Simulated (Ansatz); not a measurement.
Relaxed-ion elastic tensor of ScPt (CsCl type, Pm-3m) in GPa (Voigt order), PBEsol in the plane-wave PAW code Ansatz; density 11.51 g/cm³, 17.32 Å³ per atom.

```
 188   133   133   0.0   0.0   0.0
 133   188   133   0.0   0.0   0.0
 133   133   188   0.0   0.0   0.0
 0.0   0.0   0.0  58.5   0.0   0.0
 0.0   0.0   0.0   0.0  58.5   0.0
 0.0   0.0   0.0   0.0   0.0  58.5
```

Q: Is the crystal mechanically stable?

A: Yes: the smallest eigenvalue of C is 55.0 GPa.

Q: Work out the Voigt, Reuss and Hill averages.

A: K_V = 151, K_R = 151, K_H = 151; G_V = 46.1, G_R = 40.3, G_H = 43.2 GPa.

Q: Give Young's modulus, Poisson's ratio, Pugh's ratio and the universal anisotropy index.

A: E = 9KG/(3K + G) = 118 GPa; ν = 0.37; K/G = 3.50 (ductile by the Pugh limit of 1.75); A_U = 5G_V/G_R + K_V/K_R − 6 = 0.72.

Q: Estimate the sound speeds and the Debye temperature.

A: v_l = √((K + 4G/3)/ρ) = 4260 m/s, v_t = √(G/ρ) = 1940 m/s, mean 2180 m/s; Θ = (h/k)(3n/4πV)^(1/3) v_m = 251 K.

Q: Give the Zener ratio and Young's modulus along [100], [110] and [111].

A: A = 2C44/(C11 − C12) = 2.13; 1/E = S11 − 2(S11 − S12 − S44/2)Γ with Γ = 0, 1/4, 1/3 gives 77.7, 124, 156 GPa.

Q: Solve the Christoffel equation for the three sound speeds along [100], [110], [111].

A: Eigenvalues of C_ijkl n_j n_l equal ρv². In km/s, slowest first: [100] 2.26, 2.26, 4.04; [110] 1.55, 2.26, 4.36; [111] 1.81, 1.81, 4.46.

The first step of the workflow began from a Materials Project structure, measured or hypothetical; the Crystallography Open Database files this formula in space group No. 221, but the cells were not matched. Its standing as an ambient phase is unchecked. The PBEsol relaxation kept the symmetry of its start; of distortions, only those at the zone centre were tested. The run is not spin-polarised. As this level gives no gap, shear constants depend on the k-mesh and smearing (Fermi–Dirac, 0.1 eV here). Scalar-relativistic: spin–orbit coupling is off unless named, which matters more the heavier the elements.

Potentials: the later of the program's two PAW sets.
